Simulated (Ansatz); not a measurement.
Sn (diamond)

```
CELL_PARAMETERS angstrom
      0.00000     3.32768     3.32768
      3.32768     0.00000     3.32768
      3.32768     3.32768     0.00000
ATOMIC_POSITIONS crystal
  Sn 0.25000 0.25000 0.25000
  Sn 0.00000 0.00000 0.00000
```

Grid over V/V₀ and (c/a)/(c/a)₀, subscript 0 meaning the relaxed cell; the conventional c axis lies along z; no internal relaxation.

Method: PBE (plane waves to 420 eV, PAW, scalar-relativistic; Ansatz, a first-principles code). k mesh 12×12×12 (Γ-centred), Fermi-Dirac smearing 0.05 eV. Stress and pressure are positive under compression. With partly filled bands, the response to shear is sensitive to the k mesh, so small differences along c/a are uncertain. Sn was relaxed with its symmetry unable to fall. The relaxed volume of Sn is well above the measured one; the method has no dispersion term.

At one point of the scan the stress tensor (GPa) is:

```
   -1.2      0.0      0.0
    0.0     -1.2      0.0
    0.0      0.0     -0.2
```

**Question.** Which point is it?
A. V/V₀ = 1.040, (c/a)/(c/a)₀ = 1.000
B. V/V₀ = 1.027, (c/a)/(c/a)₀ = 0.960
C. V/V₀ = 1.013, (c/a)/(c/a)₀ = 0.973
D. V/V₀ = 1.027, (c/a)/(c/a)₀ = 1.027

**Answer.** B, V/V₀ = 1.027, (c/a)/(c/a)₀ = 0.960

(A scan under strain: stresses follow from slopes of the energy per volume, elastic moduli from its curvatures.)
